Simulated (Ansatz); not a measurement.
In₇Pd₃:
```cif
data_In28Pd12
_chemical_formula_sum 'In28 Pd12'
_space_group_name_H-M_alt 'Im-3m'
_space_group_IT_number 229
_space_group_name_Hall '-I 4 2 3'
_cell_length_a 9.49872
_cell_length_b 9.49872
_cell_length_c 9.49872
_cell_angle_alpha 90.000
_cell_angle_beta 90.000
_cell_angle_gamma 90.000
loop_
_atom_site_label
_atom_site_type_symbol
_atom_site_symmetry_multiplicity
_atom_site_Wyckoff_symbol
_atom_site_fract_x
_atom_site_fract_y
_atom_site_fract_z
_atom_site_occupancy
In1 In 12 d 0.00000 0.25000 0.50000 1
In2 In 16 f 0.16212 0.16212 0.16212 1
Pd1 Pd 12 e 0.00000 0.00000 0.34798 1
```
(The calculation used a cell of 20 atoms; values per cell refer to that cell.)

Relaxed with r²SCAN.

Problem. Which orbitals make up the states near the Fermi level in r²SCAN in the plane-wave PAW code Ansatz?

Solution. Within 0.5 eV of the Fermi level: In 5p 66 %, In 5s 18 %, Pd 4d 13 %. Projections are on Löwdin-orthogonalised atomic valence shells; empty p or d shells of many metals are not among them.

Problem. Tabulate the density of states.

Solution. States/eV per cell of 20 atoms, in 0.25 eV bins, energy from the Fermi level.

| E (eV) | total | Pd 4d | In 5p | In 5s |
|---|---|---|---|---|
| -7.85 | 3.59 | 0.09 | 1.72 | 1.66 |
| -7.60 | 4.01 | 0.14 | 1.92 | 1.81 |
| -7.35 | 4.83 | 0.24 | 2.32 | 2.10 |
| -7.10 | 4.03 | 0.26 | 1.92 | 1.71 |
| -6.85 | 4.29 | 0.31 | 1.93 | 1.91 |
| -6.60 | 5.81 | 0.54 | 2.49 | 2.61 |
| -6.35 | 6.38 | 0.86 | 2.48 | 2.87 |
| -6.10 | 7.04 | 1.32 | 2.37 | 3.18 |
| -5.85 | 10.44 | 2.74 | 2.68 | 4.79 |
| -5.60 | 13.22 | 4.73 | 2.35 | 5.89 |
| -5.35 | 8.77 | 3.75 | 1.67 | 3.20 |
| -5.10 | 9.56 | 5.04 | 1.56 | 2.82 |
| -4.85 | 5.90 | 3.32 | 1.13 | 1.38 |
| -4.60 | 8.81 | 4.95 | 2.89 | 0.75 |
| -4.35 | 15.35 | 10.13 | 3.82 | 1.13 |
| -4.10 | 23.00 | 16.85 | 4.83 | 1.00 |
| -3.85 | 26.05 | 21.80 | 3.08 | 0.90 |
| -3.60 | 25.60 | 21.51 | 3.09 | 0.72 |
| -3.35 | 47.16 | 41.81 | 4.35 | 0.54 |
| -3.10 | 36.25 | 30.87 | 3.98 | 0.90 |
| -2.85 | 14.72 | 12.75 | 1.38 | 0.42 |
| -2.60 | 12.04 | 9.58 | 1.79 | 0.50 |
| -2.35 | 9.38 | 6.07 | 2.42 | 0.72 |
| -2.10 | 12.29 | 6.73 | 4.08 | 1.19 |
| -1.85 | 12.75 | 5.32 | 5.22 | 1.86 |
| -1.60 | 9.88 | 3.30 | 4.59 | 1.73 |
| -1.35 | 9.20 | 2.47 | 4.69 | 1.77 |
| -1.10 | 9.43 | 1.85 | 5.75 | 1.54 |
| -0.85 | 9.99 | 1.63 | 6.67 | 1.38 |
| -0.60 | 9.74 | 1.41 | 6.62 | 1.42 |
| -0.35 | 7.27 | 1.03 | 4.76 | 1.23 |
| -0.10 | 4.81 | 0.62 | 3.14 | 0.89 |
| 0.15 | 3.44 | 0.39 | 2.32 | 0.61 |
| 0.40 | 3.43 | 0.36 | 2.25 | 0.68 |
| 0.65 | 4.53 | 0.50 | 2.90 | 0.94 |
| 0.90 | 7.84 | 0.91 | 5.04 | 1.58 |
| 1.15 | 6.88 | 0.87 | 3.94 | 1.81 |
| 1.40 | 8.32 | 0.94 | 4.61 | 2.39 |
| 1.65 | 7.81 | 0.81 | 4.32 | 2.24 |
| 1.90 | 9.31 | 0.82 | 5.19 | 2.77 |
| 2.15 | 9.09 | 0.77 | 5.37 | 2.40 |
| 2.40 | 8.44 | 0.66 | 5.29 | 1.93 |
| 2.65 | 7.41 | 0.52 | 4.70 | 1.65 |
| 2.90 | 5.72 | 0.37 | 3.57 | 1.32 |
| 3.15 | 7.42 | 0.46 | 4.52 | 1.81 |
| 3.40 | 8.77 | 0.48 | 5.34 | 2.01 |
| 3.65 | 8.75 | 0.44 | 5.38 | 1.78 |
| 3.90 | 9.05 | 0.42 | 5.71 | 1.88 |
| 4.15 | 8.66 | 0.36 | 5.53 | 1.58 |
| 4.40 | 9.80 | 0.39 | 6.39 | 1.67 |
| 4.65 | 8.31 | 0.29 | 5.55 | 1.23 |

The workflow started from a Materials Project entry (that database holds measured and hypothetical structures alike); the Crystallography Open Database copy checked does not list it. Whether it is the stable phase at ambient conditions was not checked. The cell was relaxed with r²SCAN under the symmetry of its start; whether a distortion lowers the energy is not shown. The run is not spin-polarised. Spin–orbit coupling is left out wherever it is not named.

Potentials: the later of the program's two PAW sets.
